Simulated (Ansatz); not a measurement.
A geometry of HfO2 away from equilibrium: step 2 of the relaxation of a generated cell, HfO2 built in the AFLOW prototype A2B_oC12_63_2c_c (C49, as in ZrSi2). Level of theory: PBEsol (plane waves to 420 eV, PAW, scalar-relativistic; Ansatz, a program for electronic structure). Γ-centred k-mesh 7×7×7 on the run's cell (coarser than for final values), Fermi–Dirac smearing 0.05 eV. The plane waves were selected for a different cell earlier on the path.

```
CELL_PARAMETERS angstrom
      1.58520    -6.22687     0.00000
      1.58520     6.22687     0.00000
      0.00000     0.00000     3.22721
ATOMIC_POSITIONS crystal
  O  0.93253 0.06747 0.25000
  O  0.06747 0.93253 0.75000
  O  0.25052 0.74948 0.25000
  O  0.74948 0.25052 0.75000
  Hf 0.61908 0.38092 0.25000
  Hf 0.38092 0.61908 0.75000
```

Q: What forces act on the atoms (eV/Å)?

A: 
| atom | Fx | Fy | Fz |
|---|---|---|---|
| O1 | 0.00 | 1.60 | 0.00 |
| O2 | 0.00 | -1.60 | 0.00 |
| O3 | 0.00 | -0.12 | 0.00 |
| O4 | 0.00 | 0.12 | 0.00 |
| Hf5 | 0.00 | -5.69 | 0.00 |
| Hf6 | 0.00 | 5.69 | 0.00 |

The path ends in Cmcm (No. 63). No spin polarisation in the result. Without a van der Waals term the distances between weakly bound units are poorly fixed.

The run could not lose the symmetry of its start: the end is stationary, and may be a saddle point rather than a minimum.

The end of the path is a generated cell of HfO2: the first start was made by placing the elements on the sites of a structure type, and the end was not matched to a known phase here, so it may be hypothetical. Known forms of HfO2 include space group No. 14, 29, 137, 225.
